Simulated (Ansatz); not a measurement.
Ansatz (a quantum-chemistry and plane-wave program) input:

Ansatz 0.2 input:
```yaml
crystal:
  lattice:
    - [3.0729208137, 0.0, 0.0]
    - [-1.5364604068, 2.6612274885, 0.0]
    - [0.0, 0.0, 10.0564777218]
  atoms:
    - { symbol: Si, position: [0.6666666667, 0.3333333333, 0.9378495163] }
    - { symbol: Si, position: [0.3333333333, 0.6666666667, 0.4378495163] }
    - { symbol: Si, position: [0.0, 0.0, 0.6879403041] }
    - { symbol: Si, position: [0.0, 0.0, 0.1879403041] }
    - { symbol: C, position: [0.6666666667, 0.3333333333, 0.7497840357] }
    - { symbol: C, position: [0.3333333333, 0.6666666667, 0.2497840357] }
    - { symbol: C, position: [0.0, 0.0, 0.5004161438] }
    - { symbol: C, position: [0.0, 0.0, 0.0004161438] }
kpoints:
  mp_grid: { grid: [8, 8, 2] }
hamiltonian:
  xc: hse06
  pseudopotentials: { kind: paw }
scf:
  occupations: { method: fixed }
checkpoint: { read: static.run }
output: { bader: true, populations: true }
```

Output (shortened):

```
WARN checkpoint.read: basis.xc_grid differs: saved 2, current 1 (points along each axis for each point of the dense box …
WARN checkpoint.read: where the exact-exchange loop starts from the saved orbitals it accepts no state on its first cycle, because this run solves another …
Pseudopotential: Si, paw, valence charge 4
Pseudopotential: C, paw, valence charge 4
Functional definition: HSE06
davidson cushion auto → on  (no smearing: the cushion is to keep the highest requested band from converging to the state above it …
Crystal: 8 atoms, lattice volume = 82.239 Å³
Basis set: ecut = 420 eV, 1605 PW (Γ)
Bands: 24, of which v1, the nominal top of the filled ones, is band 16 counted from 1 (15 counted from 0)
Symmetry: 12 space group operations
Space group: P63mc (ITA 186), of the structure as read, at distance tolerance 4.3e-5 Å
k-points: 20 of 128
Exchange kernel: α = 0.2500, screened, ω = 0.2079 Å⁻¹, Wigner–Seitz truncation, v(0) = 1046.3246 eV·Å³, q-mesh 8×8×2, nearest image of the exchange supercell L …
Frozen-core exchange: fock
iter 1 solved again at ethr=7.84e-10 eV; its pass at ethr=1.00e-1 eV (dr2=2.51e-7 eV) is discarded
SCF iter   1: F=—  HF=-3551.173618 eV  |F-HF|=—  |Δ(HF+E_count)|=         —  Δρ=3.42e-5  dr2=1.02e-6  ethr=7.84e-10  ⟨swp⟩=7.0  Hψ=2674  notcnv=0
preconditioner: auto → none
SCF iter   2: F=—  HF=-3551.173618 eV  |F-HF|=—  |Δ(HF+E_count)|=   3.54e-7  Δρ=1.11e-5  dr2=2.37e-6  ethr=7.84e-10  ⟨swp⟩=3.5  Hψ=1549  notcnv=0
SCF iter   3: F=—  HF=-3551.173648 eV  |F-HF|=—  |Δ(HF+E_count)|=   3.04e-5  Δρ=2.61e-5  dr2=5.77e-7  ethr=2.68e-10  ⟨swp⟩=5.0  Hψ=2046  notcnv=0  defer=4
iter 4 solved again at ethr=1.82e-11 eV; its pass at ethr=2.68e-10 eV (dr2=5.84e-9 eV) is discarded
SCF iter   4: F=-3551.173648 eV  HF=-3551.173648 eV  |F-HF|=4.13e-9  |Δ(HF+E_count)|=   2.35e-7  Δρ=2.60e-6  dr2=2.09e-8  ethr=1.82e-11  ⟨swp⟩=2.5  Hψ=2657  notcnv=0
SCF 1 converged in 4 iterations: F = -3551.173648 eV  dr2 = 2.09e-8
hybrid outer 1: dexx = +7.242e-9 eV, tail = 7.98e-8 eV
Crystal: 8 atoms, lattice volume = 82.239 Å³
Exchange kernel: α = 0.2500, screened, ω = 0.2079 Å⁻¹, Wigner–Seitz truncation, v(0) = 1046.3246 eV·Å³, q-mesh 8×8×2, nearest image of the exchange supercell L …
Frozen-core exchange: fock
SCF iter   1: F=—  HF=-3551.173648 eV  |F-HF|=—  |Δ(HF+E_count)|=         —  Δρ=6.59e-6  dr2=3.41e-8  ethr=3.12e-9  ⟨swp⟩=3.1  Hψ=1093  notcnv=0
preconditioner: auto → none
iter 2 solved again at ethr=2.34e-12 eV; its pass at ethr=1.03e-10 eV (dr2=7.50e-10 eV) is discarded
SCF iter   2: F=-3551.173648 eV  HF=-3551.173648 eV  |F-HF|=2.97e-10  |Δ(HF+E_count)|=   1.29e-8  Δρ=1.29e-6  dr2=1.54e-9  ethr=2.34e-12  ⟨swp⟩=4.0  Hψ=2520  notcnv=0  defer=1
SCF 2 converged in 2 iterations: F = -3551.173648 eV  dr2 = 1.54e-9
hybrid outer 2: dexx = +4.886e-9 eV, tail = 3.12e-9 eV, Δε = 6.80e-5 eV (about 1.48e-5 eV left of the loop's levels)
hybrid SCF converged: 2 outer / 6 inner (+0 warm-up), last move |dexx| = 4.89e-9 eV, tail = 3.12e-9 eV
Stability not checked (fock_operator)
Free energy (F): -3551.173648 eV
Frozen-core exchange: fock
Harris-Foulkes:  -3551.173648 eV  (|F-HF|=2.97e-10)
Internal energy: -3551.173648 eV  (E = F + TS)
E sigma→0 (E₀):  -3551.173648 eV
Fermi energy:    9.026769 eV
--- Per-component energies (eV) ---
  E_band       = 78.486266
  E_kinetic    = 544.245596
  E_local      = -413.306391  (includes V_loc(G=0)·N_el)
  E_nonlocal   = 202.552816
  E_hartree    = 129.158898
  E_xc         = -343.289149
  E_vxc        = -353.924128  (∫ρ·V_xc dr)
  E_exx        = -60.927900  (= α·E_x^exact, valence–valence)
  E_paw        = -2468.563878  (= ΣΔE_a)
  E_vpaw       = -37.543559  (= ΣTr[D̂ρ^β])
  E_aug_tail   = 0.000056  (compensation charges beyond the density's cutoff)
  E_ewald      = -1140.738358
  E_core_change = -0.305338  (= ΣΔE_core)
  E_smearing   =  0.000000  (= −TS)
  E_closure    = 0.000000  (closes the sum)
  Σ components = -3551.173648   (vs F -3551.173648, Δ=0.00e0)
  [band-id]    e_kinetic+e_local+e_nonlocal+2·e_hartree+e_vxc+2·e_exx+e_vpaw+e_augmentation_tail = 78.486385   (vs E_band 78.486266, Δ=1.19e-4)
--- Band table (eV; the first three rows and the last of 20) ---
  k-point 0: bands = ["-8.0865", "-6.7991", "-6.7646", "-4.2140", "-0.4342", "4.2240", "4.2714", "7.7168", "7.7168", "8.2243", "8.2243", "8.3868", "8.3868", "8.9823", "9.0268", "9.0268", "15.3437", "15.9551", "16.6309", "16.6665", "17.2976"]
  k-point 1: bands = ["-7.7540", "-7.7540", "-5.3074", "-5.3074", "1.2121", "1.2121", "7.3621", "7.3621", "7.8757", "7.8757", "7.8757", "7.8757", "8.8005", "8.8005", "8.8005", "8.8005", "15.5633", "15.5633", "17.1128", "17.1128", "17.3855"]
  k-point 2: bands = ["-7.7911", "-6.5139", "-6.4778", "-3.9669", "-0.1585", "4.2872", "4.3410", "6.2522", "7.0391", "7.2027", "7.2107", "7.9031", "7.9931", "8.0029", "8.7837", "8.8843", "15.4546", "16.1714", "16.2761", "17.0229", "17.2956"]
  k-point 19: bands = ["-3.4850", "-3.4850", "-2.8532", "-2.8532", "0.8196", "0.8196", "1.2664", "1.2664", "3.0136", "3.0136", "4.0643", "4.0643", "5.7188", "5.7188", "6.6138", "6.6138", "13.3929", "13.3929", "16.6640", "16.6640", "16.9545"]
  guard bands above this table: 3 of the run's 24 bands. The solve was not asked for them (output.publish_guard_bands: true or output.eigenvalues …
--- Löwdin populations: 8 sites ---
  site symbol       q [e]
     0     Si      2.9075
     1     Si      2.9075
     2     Si      2.8937
     3     Si      2.8937
     4      C      5.0230
     5      C      5.0230
     6      C      5.0122
     7      C      5.0122
  spilling = 0.010224 (of n_electrons = 32.000000)
--- Bader charges: 8 sites ---
  site symbol  charge [e]  shift [e]
     0     Si      2.8597     0.0162
     1     Si      2.8597     0.0162
     2     Si      2.8704     0.0161
     3     Si      2.8704     0.0161
     4      C     -2.8629     0.0162
     5      C     -2.8629     0.0162
     6      C     -2.8672     0.0161
     7      C     -2.8672     0.0161
  shift: an alarm, by how much a part of what the PAW files miss would move the charge. Where it is large, compare
  with a run on PAW files of another source; a small one proves nothing
  estimated error of the sums over rays = 5.0e-4 e
```

Cost: about 2.2 core-minutes (a rough figure) on shared cores.

Space group P6_3mc (4H polytype). The cell was relaxed with HSE06 under the symmetry of its start.

Potentials: the later of the program's two PAW sets.

Ansatz is a plane-wave DFT program.
